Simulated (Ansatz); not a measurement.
# Pressure gauges and gaskets: equation-of-state parameters at work

A short materials screen. Bulk modulus and its pressure derivative give the pressure that a small compression needs; a soft, simple solid makes a sensitive pressure gauge, a stiff one a good anvil or seat.

The yardstick is fcc Au. Hydrostatic compression by 5 % of the volume (V₀/V = 1.0526), no change of phase.

Data:

Methods, by column (Ansatz, a plane-wave PAW program): B₀, B₀′: r²SCAN, Birch–Murnaghan fit of energy against volume; volume per atom: r²SCAN, relaxed cell.

The figures follow from the printed values by these rules: linear estimate = B₀ × compression; P = (B₀/B₀′)[(V₀/V)^B₀′ − 1]; modulus under load = B₀ + B₀′P; relative pressure = P/P_ref.

```tsv
crystal	B₀ (GPa)	B₀′	V (Å³/atom)	linear estimate (GPa)	Murnaghan pressure (GPa)	modulus there (GPa)	pressure (relative)
fcc Au, reference	153	5.9	17.53	7.7	9.159	207	1.00
CoSi2 (Fm-3m)	196	4.5	12.51	9.8	11.30	247	1.23
TiSi2 (Cmcm)	130	4.3	14.16	6.5	7.456	162	0.81
PtSn2 (Fm-3m, cF12)	107	5.6	22.64	5.4	6.354	143	0.69
Ru5Si3 (Pbam, oP16)	253	6.2	12.86	13	15.27	348	1.67
PtAl2 (Fm-3m)	142	4.4	17.15	7.1	8.166	178	0.89
PtGa2 (Fm-3m, cF12)	134	5.2	17.41	6.7	7.872	175	0.86
Ir2P (Fm-3m, cF12)	300	4.9	14.23	15	17.48	386	1.91
```

Runs started from generated or typed cells of the structure named: fcc Au; CoSi2; TiSi2. Not checked to be the ambient phase: PtSn2 (Fm-3m, cF12); PtGa2 (Fm-3m, cF12); Ir2P (Fm-3m, cF12). No claim is made that these are known or stable phases: Ru5Si3 (Pbam, oP16). Of the phases: C49 TiSi2 is the metastable form in films. Run without spin polarisation: CoSi2. Spin–orbit coupling is left out unless named.

Worked example:

The steps for PtGa2 (Fm-3m, cF12):

- linear estimate: 134 × 5/100 = 6.7 GPa
- P = (134/5.2) × (1.0526^5.2 − 1) = 7.872 GPa
- modulus there: 134 + 5.2 × 7.872 = 175 GPa
- relative pressure: 7.872/9.159 = 0.86

For fcc Au, step by step:

1. linear estimate: 153 × 5/100 = 7.7 GPa
2. P = (153/5.9) × (1.0526^5.9 − 1) = 9.159 GPa
3. modulus there: 153 + 5.9 × 9.159 = 207 GPa

Result:

Ranking by relative pressure, highest first: Ir2P (Fm-3m, cF12) (1.91 ± 0.098), Ru5Si3 (Pbam, oP16) (1.67 ± 0.085), CoSi2 (1.23 ± 0.063), fcc Au (1.00 ± 0.051), PtAl2 (0.89 ± 0.046) ≈ PtGa2 (Fm-3m, cF12) (0.86 ± 0.044) ≈ TiSi2 (0.81 ± 0.042), PtSn2 (Fm-3m, cF12) (0.69 ± 0.035). The ± follows from allowances picked for this note (B₀ 5 %, B₀′ 0.4), carried to first order and added in quadrature, each row's own inputs moving alone; ≈ joins neighbours closer than their two ± added in quadrature.

The usual expectation is that B₀ falls with volume per atom (a modulus is an energy per volume, so compact lattices are stiff). These rows show that weakly (rank correlation −0.55 over 8 rows); without TiSi2 it is −0.75.

Caveats:

B₀′ is the least certain number of such a fit, often by half a unit. Where several phases of a formula are at hand, those over 0.1 eV/atom above the lowest were not drawn (by r²SCAN where it compared them, else by the largest value; a layered or molecular lowest phase counts only with a dispersion term); other phases could lie lower still. The rows are a sample and no shortlist: familiar crystals first, some related and some not, whatever their agreement with measurement; tables with many equal figures were not kept. Limits of the draw: no layered crystals, B₀′ of 2 to 8; no unfamiliar magnets, and cubic perovskites only if shown or known to be stable. As a rule kept out of such tables: 4f compounds, open-shell compounds run without a Hubbard term, cells found unstable in the tests at hand, cells close to a higher symmetry, and runs set to a pressure or over 12 % in volume from the crystal's fullest run.
